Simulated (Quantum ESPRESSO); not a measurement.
## GeSiAlO5F (input and log of a self-consistent run)

A calculation, not a measurement. The program is pw.x of Quantum ESPRESSO 7.5 (plane-wave density functional theory). The cell is made up: 9 atoms on a corundum lattice with one site empty, with randomly drawn elements, strain and displacements, not relaxed. PseudoDojo standard norm-conserving files (v0.5 for PBE, v0.4.1 for LDA and PBEsol) set the functional; there is no spin polarisation, spin-orbit coupling or dispersion term, and the masses in the input are unused placeholders.

Input:

```
&control calculation='scf', pseudo_dir='./dojo.nc.sr.pbe.v0_5.standard.upf', outdir='./o', disk_io='low', tprnfor=.true., tstress=.true. /
&system ibrav=0, nat=9, ntyp=5, nbnd=35, ecutwfc=105.61755193, nosym=.true., tot_charge=0,
 occupations='smearing', smearing='fd', degauss=0.0018374661
/
&electrons conv_thr=7.350e-09, electron_maxstep=60, /
ATOMIC_SPECIES
Al 1.0 Al.upf
F 1.0 F.upf
Ge 1.0 Ge.upf
O 1.0 O.upf
Si 1.0 Si.upf
CELL_PARAMETERS angstrom
2.3189 1.3022 4.1461
-2.4372 1.3339 4.201
-0.0317 -2.7555 4.2115
ATOMIC_POSITIONS angstrom
Ge -0.0822 0.0308 1.7564
Si -0.1187 -0.1063 8.1472
Al -0.1015 -0.1145 10.6617
O -0.9066 1.3222 7.4226
O -0.7874 -1.5428 7.4136
O 1.5546 0.0787 7.2458
O 0.8292 -1.3623 5.2696
O 0.6538 1.401 5.2642
F -1.7407 -0.1212 5.1459
K_POINTS automatic
8 8 8 1 1 1
```

The log is shortened where brackets say so; the opening notice, blank lines, dates and the lines on written files are dropped, and the path of the files is cut. It prints rydbergs, bohrs and kilobars, and counts compression as positive stress. With no partly filled state, the Fermi energy that it prints is only some level between the filled and the empty states on the mesh, and need not lie in the true gap.

```
     Program PWSCF v.7.5
     Parallel version (MPI & OpenMP), running on       4 processor cores
     Number of MPI processes:                 4
     Threads/MPI process:                     1
     [start-up lines left out]
     bravais-lattice index     =            0
     lattice parameter (alat)  =       9.3083  a.u.
     unit-cell volume          =     547.1698 (a.u.)^3
     number of atoms/cell      =            9
     number of atomic types    =            5
     number of electrons       =        58.00
     number of Kohn-Sham states=           35
     kinetic-energy cutoff     =     105.6176  Ry
     charge density cutoff     =     422.4702  Ry
     scf convergence threshold =      7.3E-09
     mixing beta               =       0.7000
     number of iterations used =            8  plain     mixing
     Exchange-correlation= PBE
                           (   1   4   3   4   0   0   0)
     [axes and pseudopotential details left out]
   Cartesian axes
     site n.     atom                  positions (alat units)
         1        Ge     tau(   1) = (  -0.0166878   0.0062528   0.3565740  )
         2        Si     tau(   2) = (  -0.0240978  -0.0215804   1.6539967  )
         3        Al     tau(   3) = (  -0.0206059  -0.0232451   2.1644757  )
         4        O      tau(   4) = (  -0.1840526   0.2684253   1.5068926  )
         5        O      tau(   5) = (  -0.1598533  -0.3132102   1.5050655  )
         6        O      tau(   6) = (   0.3156058   0.0159772   1.4709997  )
         7        O      tau(   7) = (   0.1683393  -0.2765661   1.0698032  )
         8        O      tau(   8) = (   0.1327306   0.2844228   1.0687070  )
         9        F      tau(   9) = (  -0.3533867  -0.0246053   1.0446904  )
     number of k points=   256  Fermi-Dirac smearing, width (Ry)=  0.0018
     Number of k-points >= 100: set verbosity='high' to print them.
     Dense  grid:    80227 G-vectors     FFT dimensions: (  64,  64,  64)
     Estimated max dynamical RAM per process >     459.46 MB
     Estimated total dynamical RAM >       1.74 GB
     Initial potential from superposition of free atoms
     starting charge      57.9961, renormalised to      58.0000
     Starting wfcs are   41 randomized atomic wfcs
     total cpu time spent up to now is       20.2 secs
     per-process dynamical memory:   428.6 Mb
     Self-consistent Calculation
     iteration #  1     ecut=   105.62 Ry     beta= 0.70
     Davidson diagonalization with overlap
     ethr =  1.00E-02,  avg # of iterations =  3.0
     total cpu time spent up to now is       72.0 secs
     total energy              =    -405.91082359 Ry
     estimated scf accuracy    <       1.96028668 Ry
     iteration #  2     ecut=   105.62 Ry     beta= 0.70
     Davidson diagonalization with overlap
     ethr =  3.38E-03,  avg # of iterations =  2.1
     total cpu time spent up to now is      120.6 secs
     total energy              =    -406.44620657 Ry
     estimated scf accuracy    <       1.68775451 Ry
     iteration #  3     ecut=   105.62 Ry     beta= 0.70
     Davidson diagonalization with overlap
     ethr =  2.91E-03,  avg # of iterations =  2.0
     total cpu time spent up to now is      164.6 secs
     total energy              =    -406.76066680 Ry
     estimated scf accuracy    <       0.02796978 Ry
     iteration #  4     ecut=   105.62 Ry     beta= 0.70
     Davidson diagonalization with overlap
     ethr =  4.82E-05,  avg # of iterations =  7.0
     total cpu time spent up to now is      223.4 secs
     total energy              =    -406.77123546 Ry
     estimated scf accuracy    <       0.00643814 Ry
     iteration #  5     ecut=   105.62 Ry     beta= 0.70
     Davidson diagonalization with overlap
     ethr =  1.11E-05,  avg # of iterations =  4.4
     total cpu time spent up to now is      276.0 secs
     total energy              =    -406.77200969 Ry
     estimated scf accuracy    <       0.00125426 Ry
     iteration #  6     ecut=   105.62 Ry     beta= 0.70
     Davidson diagonalization with overlap
     c_bands:  1 eigenvalues not converged
     ethr =  2.16E-06,  avg # of iterations =  4.5
     total cpu time spent up to now is      329.5 secs
     total energy              =    -406.77211207 Ry
     estimated scf accuracy    <       0.00022055 Ry
     iteration #  7     ecut=   105.62 Ry     beta= 0.70
     Davidson diagonalization with overlap
     ethr =  3.80E-07,  avg # of iterations =  2.0
     total cpu time spent up to now is      378.4 secs
     total energy              =    -406.77213341 Ry
     estimated scf accuracy    <       0.00001926 Ry
     iteration #  8     ecut=   105.62 Ry     beta= 0.70
     Davidson diagonalization with overlap
     ethr =  3.32E-08,  avg # of iterations =  2.0
     total cpu time spent up to now is      431.4 secs
     total energy              =    -406.77213936 Ry
     estimated scf accuracy    <       0.00000538 Ry
     iteration #  9     ecut=   105.62 Ry     beta= 0.70
     Davidson diagonalization with overlap
     ethr =  9.28E-09,  avg # of iterations =  2.0
     total cpu time spent up to now is      480.9 secs
     total energy              =    -406.77214029 Ry
     estimated scf accuracy    <       0.00000077 Ry
     iteration # 10     ecut=   105.62 Ry     beta= 0.70
     Davidson diagonalization with overlap
     ethr =  1.33E-09,  avg # of iterations =  2.0
     total cpu time spent up to now is      531.1 secs
     total energy              =    -406.77214037 Ry
     estimated scf accuracy    <       0.00000006 Ry
     iteration # 11     ecut=   105.62 Ry     beta= 0.70
     Davidson diagonalization with overlap
     ethr =  9.86E-11,  avg # of iterations =  2.0
     total cpu time spent up to now is      588.0 secs
     End of self-consistent calculation
     Number of k-points >= 100: set verbosity='high' to print the bands.
     the Fermi energy is    10.3320 ev
!    total energy              =    -406.77214039 Ry
     estimated scf accuracy    <          5.0E-09 Ry
     smearing contrib. (-TS)   =       0.00000000 Ry
     internal energy E=F+TS    =    -406.77214039 Ry
     The total energy is F=E-TS. E is the sum of the following terms:
     one-electron contribution =    -137.94841024 Ry
     hartree contribution      =     112.32741297 Ry
     xc contribution           =    -102.67946610 Ry
     ewald contribution        =    -278.47167703 Ry
     convergence has been achieved in  11 iterations
     Forces acting on atoms (cartesian axes, Ry/au):
     atom    1 type  3   force =     0.05132843    0.06010193    0.18249683
     atom    2 type  5   force =    -0.02449727   -0.03495002   -0.12645893
     atom    3 type  1   force =    -0.05097504   -0.02432747    0.13085994
     atom    4 type  4   force =     0.03153106   -0.06885499   -0.04061432
     atom    5 type  4   force =    -0.01197034    0.11670399   -0.03663486
     atom    6 type  4   force =    -0.03075617   -0.07107070    0.00307356
     atom    7 type  4   force =     0.09582188   -0.04994721   -0.03756546
     atom    8 type  4   force =    -0.09035689    0.10714990   -0.09646736
     atom    9 type  2   force =     0.02987433   -0.03480543    0.02131059
     Total force =     0.388296     Total SCF correction =     0.000151
     Computing stress (Cartesian axis) and pressure
          total   stress  (Ry/bohr**3)                   (kbar)     P=       63.07
   0.00010897   0.00006547   0.00052120           16.03        9.63       76.67
   0.00006547   0.00029836   0.00065708            9.63       43.89       96.66
   0.00052120   0.00065708   0.00087884           76.67       96.66      129.28
     init_run     :     19.36s CPU     20.02s WALL (       1 calls)
     electrons    :    565.03s CPU    567.93s WALL (       1 calls)
     forces       :      6.36s CPU      6.38s WALL (       1 calls)
     stress       :     22.35s CPU     22.40s WALL (       1 calls)
     [timing details left out]
     PWSCF        :  10m13.46s CPU  10m17.37s WALL
     JOB DONE.
```

In other units: free energy -5534.417 eV for the cell, pressure 6.31 GPa, largest force component 4.692 eV/Å. This run is the check on a run of the same cell at 1143 eV and a 6 x 6 x 6 mesh: rerunning at 1437 eV and a 8 x 8 x 8 mesh moved values by no more than 0.003 eV in energy, 0.04 GPa in stress and 0.002 eV/Å in force.